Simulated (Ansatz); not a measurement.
InSb (zinc blende)

```
CELL_PARAMETERS angstrom
      0.00000     3.27796     3.27796
      3.27796     0.00000     3.27796
      3.27796     3.27796     0.00000
ATOMIC_POSITIONS crystal
  Sb 0.75000 0.75000 0.75000
  In 0.00000 0.00000 0.00000
```

Two coordinates are scanned: the volume, and the ratio of the stretch along z (the conventional c axis) to the stretch across it. Atoms keep their fractional coordinates.

Calculation: r2SCAN (plane waves to 500 eV, PAW, scalar-relativistic; Ansatz, a first-principles code). k mesh 12×12×12 (Γ-centred), Fermi-Dirac smearing 0.05 eV. Stress and pressure are positive under compression. With partly filled bands, the response to shear is sensitive to the k mesh, so small differences along c/a are uncertain. At this level the bands of InSb touch or barely overlap; measurements give the solid a gap. InSb was relaxed with its symmetry unable to fall. Spin-orbit coupling is left out, though Sb is heavy. The last digit holds for this mesh only.

Changes of σzz (GPa) from the point V/V₀ = 1.000, (c/a)/(c/a)₀ = 1.000 when one coordinate moves alone (two changes are said to add if the coupling is within 5 % of the smaller one, nearly so within 20 %):

| point | change |
|---|---|
| V/V₀ = 1.000, (c/a)/(c/a)₀ = 0.920 | 1.33 |
| V/V₀ = 1.000, (c/a)/(c/a)₀ = 0.960 | 0.74 |
| V/V₀ = 0.920, (c/a)/(c/a)₀ = 1.000 | 4.43 |
| V/V₀ = 0.960, (c/a)/(c/a)₀ = 1.000 | 1.95 |
| V/V₀ = 1.040, (c/a)/(c/a)₀ = 1.000 | -1.56 |
| V/V₀ = 1.080, (c/a)/(c/a)₀ = 1.000 | -2.79 |
| V/V₀ = 1.000, (c/a)/(c/a)₀ = 1.040 | -0.86 |
| V/V₀ = 1.000, (c/a)/(c/a)₀ = 1.080 | -1.84 |

Q: Do the two effects add at V/V₀ = 0.920, (c/a)/(c/a)₀ = 0.920? Give the computed change.

A: The sum of the single changes is 4.43 + (1.33) = 5.76; the calculation gives 5.59, so the coupling contributes -0.17 (under 20 % of the smaller single change, nearly additive).

(A scan under strain: stresses follow from slopes of the energy per volume, elastic moduli from its curvatures.)
